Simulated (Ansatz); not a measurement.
ReTe$_{2}$:
```xyz
12
Lattice="1.6782 1.7845 6.8711 6.9559 0.0000 0.0000 3.4257 6.2013 0.0000" Properties=species:S:1:pos:R:3 pbc="T T T"
Re    10.1116     5.2410     3.4083
Re     1.9482     2.7447     3.4628
Re     7.1526     5.0726     3.3557
Re     4.9071     2.9132     3.5154
Te     8.7128     4.3352     1.3693
Te     3.3469     3.6506     5.5018
Te     5.1070     4.6758     1.6385
Te     6.9527     3.3099     5.2326
Te     8.5201     6.7221     4.9263
Te     3.5396     1.2637     1.9448
Te     5.2174     6.4844     4.7226
Te     6.8423     1.5014     2.1485
```

Relaxed with LDA. Special points in fractions of this cell's reciprocal vectors: Γ (0.000, 0.000, 0.000); X (0.500, 0.000, 0.000); Y (0.000, 0.500, 0.000); Z (0.000, 0.000, 0.500); R (0.500, 0.500, 0.500); T (0.000, 0.500, 0.500); U (0.500, 0.000, 0.500); V (0.500, 0.500, 0.000).

Question: List the band energies nearest the valence-band maximum at these points for the program Ansatz at the LDA level (PAW).

Answer: In eV from the valence-band maximum; about four levels below and three above (degenerate sets whole), none deeper than 8.9 eV; points with the same levels are listed once.

```csv
k,below,above
Γ,-0.86 -0.60 -0.48 -0.15,0.92 1.03 1.24
X,-1.07 -0.98 -0.56 -0.37,0.60 1.02 1.20
Y,-1.40 -1.40 -1.23 -0.83 -0.61,0.70 0.70 1.13
Z,-1.31 -0.99 -0.80 -0.58,0.53 0.54 0.93
R,-1.15 -0.78 -0.71 -0.51,0.66 0.69 1.01
T,-1.45 -1.04 -0.99 -0.82,0.37 0.65 0.93
U,-1.29 -0.89 -0.84 -0.62,0.43 0.94 1.04
V,-1.41 -1.18 -0.90 -0.76,0.49 0.82 1.12
```

Space group P-1. The first step of the workflow began from a Materials Project structure, measured or hypothetical; the Crystallography Open Database copy checked does not list it. Whether it is the stable phase at ambient conditions was not checked. The cell was relaxed with LDA under the symmetry of its start; its stability against distortions is not shown here. The run is not spin-polarised. A crystal of weakly bound layers computed without a dispersion correction: the cell and the soft elastic constants depend strongly on that. Scalar-relativistic: spin–orbit coupling is off unless named, which matters more the heavier the elements.

Potentials: the later of the program's two PAW sets.
